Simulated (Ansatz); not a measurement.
ScNi$_{3}$N:
```
ScNi3N
1.0
    3.83920     0.00000     0.00000
    0.00000     3.83920     0.00000
    0.00000     0.00000     3.83920
Sc Ni N
1 3 1
Direct
  0.00000   0.00000   0.00000
  0.00000   0.50000   0.50000
  0.50000   0.00000   0.50000
  0.50000   0.50000   0.00000
  0.50000   0.50000   0.50000
```

Relaxed with r²SCAN. Special points in fractions of this cell's reciprocal vectors: Γ (0.000, 0.000, 0.000); X (0.000, 0.500, 0.000); M (0.500, 0.500, 0.000); R (0.500, 0.500, 0.500).

### Question
List the band energies nearest the Fermi level at these points for r²SCAN (plane waves, PAW; program Ansatz).

### Answer
In eV from the Fermi level; about four levels below and three above (degenerate sets whole), none deeper than 8.9 eV; points with the same levels are listed once.

```json
[
 {"k": "Γ", "below": "-0.88 -0.88 -0.88 -0.72", "above": "1.74 1.74 1.88"},
 {"k": "X", "below": "-1.23 -0.88 -0.71 -0.71", "above": "1.41 1.56 1.56"},
 {"k": "M", "below": "-1.38 -0.29 -0.29 -0.02", "above": "0.95 1.55 1.55"},
 {"k": "R", "below": "-0.88 -0.88 -0.88 -0.37 -0.37 -0.37", "above": "0.15 0.15 0.15"}
]
```

Space group Pm-3m (anti-perovskite). The start of the workflow was typed in or built on a structure type; neither database checked (COD, Materials Project) lists it. Whether it is the stable phase at ambient conditions was not checked. The cell was relaxed with r²SCAN under the symmetry of its start; whether a distortion lowers the energy is not shown. The workflow began spin-polarised and lost its moments.

Potentials: the earlier of the program's two PAW sets. The files were generated under PBE; for other functionals the program regenerates the frozen cores, and for LDA and PBEsol the local potential too.
